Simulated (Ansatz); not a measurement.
Mo:
```yaml
crystal:
  lattice:
    - [2.57491, 0.00000, 0.00000]
    - [0.00000, 2.57491, 0.00000]
    - [0.00000, 0.00000, 2.57491]
  atoms:
    - { symbol: Mo, position: [0.00000, 0.00000, 0.00000] }
```

Relaxed with PBEsol. Special points in fractions of this cell's reciprocal vectors: Γ (0.000, 0.000, 0.000); X (0.000, 0.500, 0.000); M (0.500, 0.500, 0.000); R (0.500, 0.500, 0.500).

**Question.** List the band energies nearest the Fermi level at these points for plane-wave PAW PBEsol (Ansatz code).

**Answer.** In eV from the Fermi level; about four levels below and three above (degenerate sets whole), none deeper than 8.9 eV; … stands for higher levels left out; points with the same levels are listed once.

| k | below | above |
|---|---|---|
| Γ | -6.52 -4.22 -4.22 | … |
| X | -3.46 -3.29 | 0.18 0.71 0.71 |
| M | -5.46 -2.21 | 1.40 1.40 … |
| R | -3.82 -3.82 -3.82 | 6.68 6.68 … |

Space group Pm-3m (simple cubic). A made-up cell: these elements were put on the sites of a structure type; neither database checked (COD, Materials Project) lists it. It is not the phase usual at ambient conditions (space group No. 229). Symmetry was held in the PBEsol relaxation. At this level the phase is mechanically unstable. No spin polarisation was allowed. Scalar-relativistic: spin–orbit coupling is off unless named, which matters more the heavier the elements.

Potentials: the later of the program's two PAW sets.
